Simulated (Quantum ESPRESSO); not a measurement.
Kohn-Sham bands of CdTe (zinc blende)

```xyz
2
Lattice="0.0000 3.2821 3.2821 3.2821 0.0000 3.2821 3.2821 3.2821 0.0000" Properties=species:S:1:pos:R:3 pbc="T T T"
Cd     0.0000     0.0000     0.0000
Te    -1.6411    -1.6411    -1.6411
```

Materials Project entry mp-406; symmetrised, unrelaxed at this level. COD (Crystallography Open Database) has the formula in 2 space groups, this one among them (matched by group alone). Level: PBEsol, no spin polarisation, no spin-orbit coupling; pw.x of Quantum ESPRESSO at 82 Ry with PseudoDojo potentials, 8×8×8 k-points, Wannier90. Density: 8×8×8 mesh, Gaussian smearing 0.01 Ry. Spin-orbit coupling is left out although heavy elements are present.

### Question
List the Kohn-Sham levels between −8 and 3.5 eV relative to the valence-band maximum at the high-symmetry points, as a band run of pw.x on that density gives them (levels within 2 meV counted together).

### Answer
```json
[
 {"point": "Γ", "k (reciprocal lattice)": "0.000 0.000 0.000", "levels (eV)": "-7.88 (×2), 0.00 (×3), 0.55"},
 {"point": "X", "k (reciprocal lattice)": "-0.500 -0.500 0.000", "levels (eV)": "-7.98, -7.97 (×2), -7.86, -7.45, -4.16, -1.75 (×2), 2.59, 2.62"},
 {"point": "U", "k (reciprocal lattice)": "-0.375 -0.375 0.250", "levels (eV)": "-7.99, -7.92, -7.87, -7.41, -4.06, -2.41, -1.45, 2.84"},
 {"point": "K", "k (reciprocal lattice)": "-0.375 0.000 0.375", "levels (eV)": "-7.99, -7.92, -7.87, -7.41, -4.06, -2.41, -1.45, 2.84"},
 {"point": "L", "k (reciprocal lattice)": "0.000 0.000 0.500", "levels (eV)": "-7.88 (×2), -7.57, -4.25, -0.73 (×2), 1.70"},
 {"point": "W", "k (reciprocal lattice)": "-0.500 -0.250 0.250", "levels (eV)": "-7.91, -7.88, -7.38, -4.04, -2.20, -2.06"}
]
```
